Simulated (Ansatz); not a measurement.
Values for one crystal, relaxed and computed with PBE in the plane-wave PAW code Ansatz; other levels are named.

| Item | Value |
|---|---|
| Volume per atom | 24.78 Å³ |
| Electronic character | metallic (no gap) |
| Density of states at the Fermi level | 0.47 states/eV per atom (mean over ±0.08 eV) |
| Bulk modulus (Birch–Murnaghan fit) | 25.5 GPa |
| Pressure derivative B′ | 5.2 |

Task: Which of these materials gives this?
A) Zn, diamond
B) Rh, diamond
C) Be, diamond
D) V, diamond

Result: A, Zn, diamond

Space group Fd-3m (diamond). The start of the workflow was typed in or built on a structure type; neither database checked (COD, Materials Project) lists it. It is not the phase usual at ambient conditions (space group No. 194). The PBE relaxation kept the symmetry of its start; its stability against distortions is not shown here.

Potentials: the earlier of the program's two PAW sets.
